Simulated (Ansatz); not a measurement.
AlRu, a database entry at a rescaled volume

```
Ru Al
1.0
     3.03008    0.00000    0.00000
     0.00000    3.03008    0.00000
     0.00000    0.00000    3.03008
Ru Al
1 1
Direct
  0.50000 0.50000 0.50000
  0.00000 0.00000 0.00000
```

Level: PBEsol, no spin polarisation; 420 eV; 11×11×11 Γ-centred mesh; methfessel-paxton occupations (width 0.1055 eV); Ansatz 0.2.0, fixed geometry.

Q: What happens at the Fermi level?

A: It is a metal, with about 1.9 states/eV a cell as the mean within 0.25 eV of the Fermi level, mostly Ru d (86 %).

Q: Are the atoms at rest?

A: The forces vanish by the symmetry of the sites.

Q: Is the cell too large or too small?

A: The pressure is -10.5 GPa (compression positive), so with the atoms held at these fractions the cell would first shrink.

Q: How is the charge shared?

A: Bader charges in e: Al +1.84, Ru -1.84. In the mean Al gives up most and Ru takes most.

Q: Is it stable against the elements?

A: -0.60 eV an atom against the elements' usual phases (free molecules for gases, crystals otherwise, with no correction for O₂ or N₂), so it is bound against them; other compounds may still compete. Relaxing would lower it.

Origin: a database entry at a rescaled volume. Caveats: atoms or cell far from equilibrium.
